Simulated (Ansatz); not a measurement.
Values for one crystal, relaxed and computed with DFT-PBEsol in the program Ansatz with PAW potentials; other levels are named.

| Item | Value |
|---|---|
| Volume per atom | 16.03 Å³ |
| Electronic character | metallic (no gap) |
| Pressure derivative B′ | 4.2 |
| Bulk modulus (Birch–Murnaghan fit) | 291 GPa |
| Highest zone-centre frequency | 215 cm^-1 |
| Zone-centre stability | no imaginary mode at Γ |
| Gap with spin–orbit coupling | none (metallic) |

Problem. Pick the material that matches.
(A) Ir, hcp (Mg type)
(B) Na, hcp (Mg type)
(C) Fe, hcp (Mg type)
(D) W, hcp (Mg type)

Solution. D, W, hcp (Mg type)

Space group P6_3/mmc (hcp (Mg type)). The start of the workflow was typed in or built on a structure type; the Crystallography Open Database copy checked does not list it. It is not the phase usual at ambient conditions (space group No. 229). The PBEsol relaxation kept the symmetry of its start. No spin polarisation was allowed. As this level gives no gap, phonon frequencies hold no LO–TO term and depend on the k-mesh and smearing (Fermi–Dirac, 0.1 eV here). On the denser mesh and wider smearing of the elastic run this cell carries a stress of 0.3 GPa. Scalar-relativistic: spin–orbit coupling is off unless named, which matters more the heavier the elements.

Potentials: the later of the program's two PAW sets.
